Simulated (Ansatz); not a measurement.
# SrPb in the CrB-type structure

Level of theory: DFT, PBEsol, scalar-relativistic, no spin polarisation; plane waves to 420 eV with PAW datasets (Ansatz 0.2.0), Γ-centred 8×8×8 mesh, 0.05 eV Gaussian smearing. The datasets are Ansatz's generated set soft_2.

```
CELL_PARAMETERS angstrom
2.51552 -6.08773 0.00000
2.51552 6.08773 0.00000
0.00000 0.00000 4.62156
ATOMIC_POSITIONS crystal
Sr 0.86610 0.13390 0.25000
Sr 0.13390 0.86610 0.75000
Pb 0.58441 0.41559 0.25000
Pb 0.41559 0.58441 0.75000
```

The start was a prototype's sites filled with these elements; the Crystallography Open Database holds the compound in this structure.

Cell and atoms are those of this level's equilibrium.

The cell has space group Cmcm (read at 0.01 Å). In it the stress is 0.00, 0.00, 0.00, 0.00, 0.00, 0.00 GPa and the largest force component 0.002 eV/Å. Each change below starts from this cell, without further relaxation. Stress is in GPa, positive in compression, in the order xx, yy, zz, yz, xz, xy; energies are counted from the cell above and are free energies with the smearing's entropy, which match forces and stress in a metal.

Q: What happens when atom 3 (Pb) is moved by 0.02 Å along x?

A: The energy changes by 0.5 meV per cell, and the force on it along the shift is -0.0496 eV/Å (−F/u = 2.48 eV/Å²). Stress: 0.00, 0.00, 0.00, 0.00, 0.00, 0.02.
```tsv
atom	Fx (eV/Å)	Fy	Fz
Sr1	0.008	0.000	0.000
Sr2	0.044	0.000	0.000
Pb3	-0.050	0.002	0.000
Pb4	-0.003	-0.002	0.000
```

Q: A single strain component, atoms carried along, gave the stress 1.20, 0.33, 0.52, 0.00, 0.00, 0.00. Which component, and about how large?

A: An engineering strain of -2 % in xx; the energy changes by 10.4 meV per cell.

Scalar-relativistic only: spin–orbit splittings of the heavy atoms' levels are missing.
